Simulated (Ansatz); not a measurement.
## SnPd: pressure against volume

SnPd, Pnma, a = 6.127 Å, b = 3.930 Å, c = 6.298 Å. The structure is a COD entry; whether it is the stable form wasn't checked. Ansatz: PBEsol, PAW, 420 eV, Γ-centred 6×10×6 mesh on 8 atoms, Gaussian smearing 0.10 eV; no spin polarisation. Shape and atoms are relaxed at each volume; pressure is positive in compression.

| V (Å³/atom) | P (GPa) |
| --- | --- |
| 17.254 | ? |
| 17.823 | 8.34 |
| 18.392 | 3.84 |
| 18.961 | 0.02 |
| 19.529 | -3.14 |
| 20.098 | -5.69 |

Problem. Take V0 = 18.961 Å³/atom, count pressures from its P0 = 0.02 GPa, fit the third-order Birch–Murnaghan form to the other rows, and predict the missing pressure.

Solution. With the Eulerian strain f = ½[(V0/V)^(2/3) − 1] and y = (P − P0)/[3f(1 + 2f)^(5/2)], the form is the line y = B0 + 1.5 B0 (B0′ − 4) f. Rows (f, y): 0.02106, 118.8; 0.01026, 118.0; -0.00974, 113.6; -0.01904, 110.2. Means f = 0.0006350, y = 115.15; Σ(Δf)² = 0.001005, ΣΔfΔy = 0.2155; the slope is their ratio. y = 115.0 + 214.5 f GPa, so B0 = 115.0 GPa and B0′ = 4 + 2 × (214.5)/(3 × 115.0) = 5.24. At V = 17.254, f = 0.03246, y = 121.96 and P = 13.92 GPa. The run gave 13.62 GPa, so the fit is 0.30 GPa too high, 1.6 % of the span of the series, against an rms of 0.04 GPa on the fitted rows. The row lies outside the fitted range. The points of y bend away from a line: a fourth-order term fitted to them gives P = 13.51 GPa at this row's volume (the line 13.92, the run 13.62).

1 further run of this set didn't finish or converge.